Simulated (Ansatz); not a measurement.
Input and command of a plane-wave DFT calculation in Ansatz:

```yaml
crystal:
  lattice:
    - [4.2435511487, 0.0, 0.0]
    - [0.0, 4.2435511487, 0.0]
    - [0.0, 0.0, 4.2435511487]
  atoms:
    - { symbol: Sc, position: [0.5, 0.0, 0.5] }
    - { symbol: Sc, position: [0.0, 0.5, 0.5] }
    - { symbol: Sc, position: [0.5, 0.5, 0.0] }
    - { symbol: Al, position: [0.0, 0.0, 0.0] }
basis:
  ecutwfc: 420
kpoints:
  mp_grid: { grid: [12, 12, 12] }
hamiltonian:
  xc: pbesol
scf:
  occupations: { method: gaussian, width: 0.15 }
output:
  forces: true
  stress: true
  eigenvalues: true
  write_density: true
  write_potential: true
  elf: true
  volumetric_format: npy
```

```bash
ansatz run input.yaml --threads 2 --pin off --max-ram 5120MiB --backend cpu --events-out ev --progress --plain --runs-dir out
```

Processor: Arm Neoverse V2, 2 threads, on a host shared with other jobs.

Q: Estimate time, memory and problem size.

A: About 3.9 s on 2 threads of Arm Neoverse V2, on a shared host, peak memory 0.41 GiB. It solves 22 bands at 84 k points (the mesh reduced by the symmetry that the task leaves, which can be less than the crystal's) with about 1503 plane waves, in 6 SCF iterations.
